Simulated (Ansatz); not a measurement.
Here is the system:

ZrP:
```cif
data_P4Zr4
_chemical_formula_sum 'Zr4 P4'
_space_group_name_H-M_alt 'P 1'
_space_group_IT_number 1
_cell_length_a 3.66300
_cell_length_b 3.66300
_cell_length_c 12.47914
_cell_angle_alpha 90.000
_cell_angle_beta 90.000
_cell_angle_gamma 120.000
loop_
_space_group_symop_operation_xyz
  'x, y, z'
loop_
_atom_site_label
_atom_site_type_symbol
_atom_site_fract_x
_atom_site_fract_y
_atom_site_fract_z
_atom_site_occupancy
Zr1 Zr 0.33333 0.66667 0.38429 1
Zr2 Zr 0.66667 0.33333 0.61571 1
Zr3 Zr 0.66667 0.33333 0.88429 1
Zr4 Zr 0.33333 0.66667 0.11571 1
P1 P 0.66667 0.33333 0.25000 1
P2 P 0.33333 0.66667 0.75000 1
P3 P 0.00000 0.00000 0.50000 1
P4 P 0.00000 0.00000 0.00000 1
```

This is the PBEsol-relaxed structure.

Task: All from PBEsol in the plane-wave PAW code Ansatz, unless another level is named. Estimate the electronic character.

Result: metallic (no gap).

Task: And the density of states at the Fermi level?

Result: 0.28 states/eV per atom (mean over ±0.08 eV).

Task: What about the formation energy from the elements (no fitted shifts)?

Result: -1481 meV/atom.

Task: Next, the gap with spin–orbit coupling?

Result: none (metallic).

Space group P6_3/mmc. The first step of the workflow began from a Materials Project structure, measured or hypothetical; the Crystallography Open Database copy checked does not list it. COD files the formula under space group No. 225. Whether it is the stable phase at ambient conditions was not checked. The PBEsol relaxation kept the symmetry of its start; whether a distortion lowers the energy is not shown. The run is not spin-polarised. The references are the lowest solids computed at this level, not always the standard phases. Spin–orbit coupling is left out wherever it is not named.

Potentials: the later of the program's two PAW sets.
